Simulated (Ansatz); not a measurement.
# Structures of TiAl3: which is lowest?

Plane-wave DFT in Ansatz with scalar-relativistic PAW potentials, cutoff 420 eV, Γ-centred meshes chosen by cell and gap, Gaussian smearing with energies taken to zero width. Every cell was relaxed (cell and atoms) in a run of its own, within the symmetry of its start. Functional: LDA.

Relaxed structures (starts from databases or built by putting these elements on another compound's sites):
A. I4/mmm, 4 atoms in the computed cell, a = 3.779 Å, c = 8.485 Å; sites (symmetry × multiplicity) Ti 4/mmm × 2, Al -4m2 × 4 + 4/mmm × 2; start: database
B. Pm-3m, 4 atoms in the computed cell, a = 3.911 Å; sites (symmetry × multiplicity) Ti m-3m × 1, Al 4/mm.m × 3; start: database

Task: Rank them by energy. Could pressure change the order?

Result:
| structure | group | E − E(lowest) (meV/atom) | V (Å³/atom) | gap on mesh (eV) |
| --- | --- | --- | --- | --- |
| A | I4/mmm | 0.0 | 15.15 | 0.00 |
| B | Pm-3m | 23.7 | 14.96 | 0.00 |

A is lowest, 24 meV/atom under B. The two lowest differ in volume by under 3 %, too little for a first-order estimate of what pressure does to that pair (other pairs aren't weighed here); with rigid cells even 3 % in favour of the higher one would need about 8 GPa. Other structures may lie lower than all of these, and vibrations aren't counted.